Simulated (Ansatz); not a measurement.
CdTe:
```
CELL_PARAMETERS angstrom
      3.76857     0.00000     0.00000
      0.00000     3.76857     0.00000
      0.00000     0.00000     3.76857
ATOMIC_POSITIONS crystal
  Cd 0.00000 0.00000 0.00000
  Te 0.50000 0.50000 0.50000
```

Relaxed with r²SCAN. Special points in fractions of this cell's reciprocal vectors: Γ (0.000, 0.000, 0.000); X (0.000, 0.500, 0.000); M (0.500, 0.500, 0.000); R (0.500, 0.500, 0.500).

Question: List the band energies nearest the Fermi level at these points for r²SCAN in the plane-wave PAW code Ansatz.

Answer: In eV from the Fermi level; about four levels below and three above (degenerate sets whole), none deeper than 8.9 eV; … stands for higher levels left out; points with the same levels are listed once.

| k | below | above |
|---|---|---|
| Γ | -1.08 -1.08 -1.08 -0.74 | 5.32 5.32 … |
| X | -8.83 -6.12 | 0.32 0.32 3.39 |
| M | -8.34 -4.44 -4.44 -1.88 | 0.62 7.05 7.05 |
| R | -8.71 -8.71 -2.42 -2.42 -2.42 | 0.64 1.16 1.16 1.16 |

Space group Pm-3m (CsCl type). The start of the workflow was typed in or built on a structure type; neither database checked (COD, Materials Project) lists it. It is not the phase usual at ambient conditions (space group No. 216). Symmetry was held in the r²SCAN relaxation. At this level the phase is mechanically unstable. The volume moved by 17 % from the start of the relaxation. Spin–orbit coupling is left out wherever it is not named.

Potentials: the later of the program's two PAW sets.
